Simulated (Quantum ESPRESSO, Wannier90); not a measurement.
## InP (zinc blende): Wannier90 run

```xyz
2
Lattice="0.0000 2.9520 2.9520 2.9520 0.0000 2.9520 2.9520 2.9520 0.0000" Properties=species:S:1:pos:R:3 pbc="T T T"
In     0.0000     0.0000     0.0000
P     -1.4760    -1.4760    -1.4760
```

Cell from Materials Project (mp-20351), symmetrised, no further relaxation. COD (Crystallography Open Database) has an entry of this formula and space group (matched by these alone). Level: LDA, no spin polarisation, no spin-orbit coupling; pw.x of Quantum ESPRESSO at 56 Ry with PseudoDojo potentials, 10×10×10 k-points, Wannier90. Density: 10×10×10 mesh, Gaussian smearing 0.01 Ry. Spin-orbit coupling is left out although heavy elements are present.

Energies are relative to the valence-band maximum.

**Bands.** A Kohn-Sham gap of 0.37 eV opens above band 9. 3 filled groups are cut off by gaps; the highest, bands 7–9, spans -5.78 to 0.00 eV and is P 3p 62 %, In 5p 21 %, In 5s 13 %.

**Valence functions.** The best of several starts gives 4 functions with Ω_total = 9.76 Å², 94 % of it gauge-invariant: 4 of 2.44 Å² at 0.93 Å from P.

**Model.** 8 functions (In sp, P sp) from bands 6-20, frozen to 1.87 eV, reach Ω_I = 11.57 Å² and follow pw.x to 2.8 meV rms (states up to 1.4 eV relative to the valence-band maximum).

**Frozen window.** Edge, Ω_I and misfit go 1.4 eV, 11.46 Å², 1.9 meV; 1.9 eV, 11.57 Å², 2.8 meV; 3.9 eV, 14.57 Å², 2.4 meV; 5.9 eV, 20.49 Å², 3.7 meV. Ω_I never falls as the edge rises, since each frozen state takes freedom from the choice of the smoothest subspace.

**No window.** Without a frozen window Ω_I drops to 10.95 Å² while the misfit grows to 178 meV: a small spread is no proof of good bands.

**Outer window.** The setting "outer window to 9.57 eV" raises Ω_I to 21.01 Å², as fewer states are left to mix in, and the misfit goes to 3.9 meV.

**Stops.** With the outer window to 8.27 eV the program stops (Energy window contains fewer states than number of target WFs).
